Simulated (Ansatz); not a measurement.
The following input was run with Ansatz 0.2.0.

```yaml
crystal:
  lattice:
    - [0.0, 3.715, 3.715]
    - [3.715, 0.0, 3.715]
    - [3.715, 3.715, 0.0]
  atoms:
    - { symbol: Zr, position: [0.0, 0.0, 0.0], spin: -0.18 }
    - { symbol: Zr, position: [0.25, 0.25, 0.25], spin: -0.18 }
    - { symbol: V, position: [0.625, 0.625, 0.625], spin: 0.98 }
    - { symbol: V, position: [0.125, 0.625, 0.625], spin: 0.98 }
    - { symbol: V, position: [0.625, 0.625, 0.125], spin: 0.98 }
    - { symbol: V, position: [0.625, 0.125, 0.625], spin: 0.98 }
basis:
  ecutwfc: 500
kpoints:
  mp_grid: { grid: [8, 8, 8] }
hamiltonian:
  xc: r2scan
scf:
  occupations: { method: gaussian, width: 0.1 }
output:
  forces: true
  stress: true
  eigenvalues: true
  populations: true
  write_density: true
  write_potential: true
  elf: true
  volumetric_format: npy
magnetization:
  spin_polarized: true
relax:
  adjacent_minimum: "off"
  f_tol: 0.005
  max_steps: 80
  cell: { stress_tol: 0.05 }
```

Launched with
```bash
ansatz run input.yaml --threads 1 --pin off --max-ram 2560MiB --backend cpu --events-out ev --progress --plain --runs-dir out
```

Computed with DFT r2SCAN, scalar-relativistic, plane waves, PAW (Ansatz).

Part of what the program printed, abridged (final results; tables in files aren't shown):

```
SCF 4 converged in 13 iterations: F = -20057.903303 eV  dr2 = 4.81e-12
SCF converged after 13 iterations
Stability not checked: this state was not tested for a lower state beside it, because the mixer in use, unlike msr1, does not test its closes by its own steps (another_mixer; see scf.mixing.algorithm and scf.lower_state_search)
Magnetization: 4.0869 μB (40.0435 up, 35.9565 down)
Absolute magnetization: 5.0577 μB (∫|ρ↑−ρ↓|, with the PAW one-centre terms)
Spin contamination: 0.2992 ħ² per cell (⟨S²⟩ above its minimum at these occupations)
Per-site moments (μB) at R_I (Å): [(-0.19795218, 1.27254986), (-0.19795218, 1.27254986), (0.92239251, 1.08523416), (0.92239251, 1.08523416), (0.92239251, 1.08523416), (0.92239251, 1.08523416)]
Free energy (F): -20057.903303 eV
Harris-Foulkes:  -20057.903303 eV  (|F-HF|=1.46e-11)
Internal energy: -20057.871489 eV  (E = F + TS)
E sigma→0 (E₀):  -20057.887396 eV
Entropy (-TS):   -0.031814 eV (-5.302 meV/atom)
Fermi energy:    14.724781 eV
--- Per-component energies (eV) ---
  E_band       = -919.463471
  E_kinetic    = 2004.137943
  E_local      = -5437.892057  (includes V_loc(G=0)·N_el)
  E_nonlocal   = -22.847938
  E_hartree    = 2299.230593
  E_xc         = -815.984176
  E_vxc        = -1156.768133  (∫ρ·V_xc dr)
  E_paw        = -10426.381267  (= ΣΔE_a)
  E_vpaw       = -978.792599  (= ΣTr[D̂ρ^β])
  E_aug_tail   = 0.000711  (compensation charges beyond the density's cutoff)
  E_vtau       = 74.237286  (kinetic-family band-sum trace: ∫τ·v_τ [+ j·A + Jᵃ·Aᵃ] dr)
  E_ewald      = -7656.742691
  E_core_change = -1.392607  (= ΣΔE_core)
  E_smearing   = -0.031814  (= −TS)
--- Forces (eV/Å), atoms counted from 1 ---
  atom   1  Zr     0.00000000     0.00000000     0.00000000
  atom   2  Zr     0.00000000     0.00000000     0.00000000
  atom   3  V      0.00000000     0.00000000     0.00000000
  atom   4  V      0.00000000     0.00000000     0.00000000
  atom   5  V      0.00000000     0.00000000     0.00000000
  atom   6  V      0.00000000     0.00000000     0.00000000
--- Stress (GPa, compression-positive) ---
        0.001672       0.000000       0.000000
        0.000000       0.001672       0.000000
        0.000000       0.000000       0.001672
  P = ⅓ Tr σ = 0.0017 GPa (0.017 kbar)
--- Band table (eV; the first three rows and the last of 58) ---
  k-point 0 ↑: bands = ["-52.3228", "-52.1720", "-52.1720", "-52.1720", "-34.9023", "-34.8109", "-25.4982", "-25.1602", "-25.1602", "-25.1602", "-25.0551", "-25.0551", "-24.7380", "-24.7380", "-24.7380", "-24.5851", "-24.5851", "-24.5851", "-12.3345", "-12.3345", "-12.3345", "-12.0734", "-12.0734", "-12.0734", "8.0129", "11.3150", "11.7302", "11.7302", "11.7302", "13.0274", "13.0274", "13.0467", "13.0467", "13.0467", "14.0226", "14.0226", "14.7725", "14.7725", "14.7725", "15.8144", "15.8144", "15.8144", "16.1801", "16.1801", "16.2879", "16.2879", "16.2879", "16.5925", "17.6449"]
  k-point 1 ↑: bands = ["-52.3185", "-52.1763", "-52.1720", "-52.1720", "-34.8999", "-34.8135", "-25.4770", "-25.1534", "-25.1506", "-25.1506", "-25.0500", "-25.0500", "-24.7494", "-24.7494", "-24.7380", "-24.6148", "-24.5892", "-24.5892", "-12.3380", "-12.3380", "-12.3320", "-12.0775", "-12.0694", "-12.0694", "8.1845", "11.3790", "11.7495", "11.7495", "11.7793", "12.8794", "13.0606", "13.0606", "13.0909", "13.0909", "14.0662", "14.0662", "14.5725", "14.6567", "14.6567", "15.8141", "15.8560", "15.8560", "16.1079", "16.1635", "16.1635", "16.2717", "16.3309", "16.3309", "17.5593"]
  k-point 2 ↑: bands = ["-52.3071", "-52.1880", "-52.1721", "-52.1721", "-34.8932", "-34.8205", "-25.4239", "-25.1297", "-25.1297", "-25.1278", "-25.0293", "-25.0293", "-24.7846", "-24.7846", "-24.7380", "-24.6979", "-24.5974", "-24.5974", "-12.3460", "-12.3460", "-12.3302", "-12.0833", "-12.0603", "-12.0603", "8.6752", "11.4012", "11.8065", "11.8065", "11.9899", "12.5117", "13.1474", "13.1474", "13.2415", "13.2415", "14.0261", "14.0261", "14.0897", "14.5061", "14.5061", "15.2338", "15.9073", "15.9073", "15.9857", "16.1052", "16.1052", "16.2330", "16.4697", "16.4697", "17.2009"]
  k-point 28 ↓: bands = ["-51.1037", "-51.1037", "-51.0305", "-51.0305", "-34.9957", "-34.9957", "-24.0578", "-24.0578", "-23.8729", "-23.8729", "-23.7655", "-23.7655", "-23.7565", "-23.7565", "-23.6326", "-23.6326", "-23.5494", "-23.5494", "-12.5824", "-12.5824", "-12.3868", "-12.3868", "-12.1916", "-12.1916", "11.6320", "11.6320", "11.9358", "11.9358", "13.4365", "13.4365", "13.6326", "13.6326", "14.0331", "14.0331", "14.5311", "14.5311", "14.8184", "14.8184", "15.2123", "15.2123", "15.8330", "15.8330", "16.5236", "16.5236", "17.4515", "17.4515", "17.4862", "17.4862", "18.0839"]
--- Relaxed structure (3 steps of the walk, 3 accepted, 1 SCFs on fresh bases) ---
  F+E_penalty+E_count = -20057.90330277 eV   max|allowed force component| = 6.361e-18 eV/Å   (the final SCF, on the basis selected at the relaxed cell)
  cell:  # Å, volume = 103.0086 Å³
    - [0.0, 3.72061303, 3.72061303]
    - [3.72061303, 0.0, 3.72061303]
    - [3.72061303, 3.72061303, 0.0]
  atoms:
    - { symbol: Zr, position: [0.0, 0.0, 0.0] }
    - { symbol: Zr, position: [0.25, 0.25, 0.25] }
    - { symbol: V, position: [0.625, 0.625, 0.625] }
    - { symbol: V, position: [0.125, 0.625, 0.625] }
    - { symbol: V, position: [0.625, 0.625, 0.125] }
    - { symbol: V, position: [0.625, 0.125, 0.625] }
--- Löwdin populations: 6 sites ---
  site symbol q [e]    m [muB]
     0     Zr     12.0529    -0.3017
     1     Zr     12.0529    -0.3017
     2      V     12.7654     1.1267
     3      V     12.7654     1.1267
     4      V     12.7654     1.1267
     5      V     12.7654     1.1267
  spilling = 0.010951 (of n_electrons = 76.000000)
```

The relaxation met its thresholds.

The run took 4.5 min on 1 thread of Arm Neoverse V1, on a shared host, peak memory 0.87 GiB.

The state reached may not be the lowest one.